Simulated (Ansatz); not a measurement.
The start is a relaxed Be cell displaced along its unstable phonon at q = (½, 0, ½) of its primitive reciprocal cell (357i cm⁻¹), largest move 0.15 Å. The structure is fully relaxed (lattice and positions, P = 0) with PBE (plane waves to 420 eV, PAW, scalar-relativistic; Ansatz, an electronic-structure program). The first steps use a coarse 17×17×17 k-mesh.

Input geometry:
```yaml
crystal:
  lattice:
    - [0.00000, 3.62462, 8.64563]
    - [1.13744, 0.00000, 4.32281]
    - [1.13744, 3.62462, 4.32281]
  atoms:
    - { symbol: Be, position: [0.65972, 0.15972, 0.84028] }
    - { symbol: Be, position: [0.12502, 0.12502, 0.87498] }
    - { symbol: Be, position: [0.37498, 0.87498, 0.12502] }
    - { symbol: Be, position: [0.84028, 0.84028, 0.15972] }
```

- Shortest distances (start → end): The closest pairs of elements (up to four, under 3.6 Å), start → end: Be–Be 2.16 → 2.06 Å
- Band gap at the end: no gap (metallic)
- Optimiser moves: 8

Final values are on a 22×22×13 k-mesh of the relaxed cell. No spin polarisation in the result.

The run could not lose the symmetry of its start: the end is stationary, and may be a saddle point rather than a minimum.

The relaxed structure here is a generated cell of Be: the first start was made by placing the elements on the sites of a structure type, and the end was not matched to a known phase here, so it may be hypothetical. Known forms of Be include space group No. 194.
